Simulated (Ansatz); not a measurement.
Data sheet: Cs$_{2}$NaAlH$_{6}$ (DFT)

Cs$_{2}$NaAlH$_{6}$:
```
Cs2NaAlH6
1.0
    0.00000     4.29627     4.29627
    4.29627     0.00000     4.29627
    4.29627     4.29627     0.00000
Cs Na Al H
2 1 1 6
Direct
  0.25000   0.25000   0.25000
  0.75000   0.75000   0.75000
  0.50000   0.50000   0.50000
  0.00000   0.00000   0.00000
  0.20834   0.79166   0.79166
  0.79166   0.20834   0.20834
  0.79166   0.20834   0.79166
  0.20834   0.79166   0.20834
  0.79166   0.79166   0.20834
  0.20834   0.20834   0.79166
```

Space group Fm-3m (No. 225); conventional cell a = b = c = 8.593 Å, α = β = γ = 90.00°.

Method: plane-wave PAW r²SCAN (Ansatz code). The cell and atoms are relaxed at this level. Other levels are named where they apply.

### Cell and energy

```
Property                                                       Value
-----------------------------------------------------  -------------
Volume per atom                                             15.86 Å³
Density                                                   3.37 g/cm³
Formation energy from the elements (no fitted shifts)  -0.33 eV/atom
```

### Electronic structure

```
Property                                                                       Result
------------------------------------------------  -----------------------------------
Band gap                                                           2.74 eV (indirect)
Valence-band maximum                                                             at X
Conduction-band minimum                                                          at Γ
Smallest direct gap on the standard path                                      3.15 eV
Electron effective mass                                           0.39 mₑ (isotropic)
Electron effective mass with spin–orbit coupling                  0.39 mₑ (isotropic)
Hole effective mass                               1.1, 1.1, 1.7 mₑ (principal values)
Hole effective mass with spin–orbit coupling      1.1, 1.1, 1.7 mₑ (principal values)
HSE06 gap on the r²SCAN cell                                                  3.16 eV
Gap with spin–orbit coupling                                                  2.74 eV
```

### Mechanics

```
Quantity                              Result
----------------------------------  --------
Bulk modulus (Birch–Murnaghan fit)  25.5 GPa
Pressure derivative B′                   4.3
```

### Charges

```
Item                                            Result
-------------  ---------------------------------------
Bader charges  Cs +0.75, Na +0.85, Al +2.31, H -0.78 e
```

The workflow started from a Materials Project entry (that database holds measured and hypothetical structures alike); the Crystallography Open Database copy checked does not list it. Whether it is the stable phase at ambient conditions was not checked. The cell was relaxed with r²SCAN under the symmetry of its start; its stability against distortions is not shown here. The references are the lowest solids computed at this level, not always the standard phases (solids in place of the gases). Spin–orbit coupling is left out wherever it is not named.

Potentials: the later of the program's two PAW sets.
